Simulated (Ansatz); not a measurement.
Values for one crystal, relaxed and computed with r²SCAN+D4 (plane waves, PAW; program Ansatz); other levels are named.

| Property | Value |
|---|---|
| Volume per atom | 9.01 Å³ |
| Band gap | 2.52 eV (indirect) |
| Electron effective mass | 0.34, 0.53, 13 mₑ (principal values) |
| Smallest direct gap on the standard path | 2.74 eV |
| Formation energy from the elements (no fitted shifts) | 80 meV/atom |
| Hole effective mass, band 1 of 2 at the edge | 1.1 along x, 1.6 along z (mₑ) |
| Hole effective mass, band 2 of 2 at the edge | 0.24 along x, 1.6 along z (mₑ) |

Question: Pick the material that matches.
A. AlN, rock salt
B. BN, P6_3mc (Pearson symbol hP12)
C. ScBeNO, P3m1 (Sc on 1b, Be on 1c, O on 1b, N on 1c)
D. GeBCN, P3m1 (B on 1b, Ge on 1c, C on 1b, N on 1c)

Answer: D, GeBCN, P3m1 (B on 1b, Ge on 1c, C on 1b, N on 1c)

The start of the workflow was typed in or built on a structure type; neither database checked (COD, Materials Project) lists it. Whether it is the stable phase at ambient conditions was not checked. The cell was relaxed with r²SCAN+D4 under the symmetry of its start; its stability against distortions is not shown here. The volume moved by -16 % from the start of the relaxation. The references are the lowest solids computed at this level, not always the standard phases (solids in place of the gases). Scalar-relativistic: spin–orbit coupling is off unless named, which matters more the heavier the elements.

Potentials: the earlier of the program's two PAW sets. The files were generated under PBE; for other functionals the program regenerates the frozen cores, and for LDA and PBEsol the local potential too.
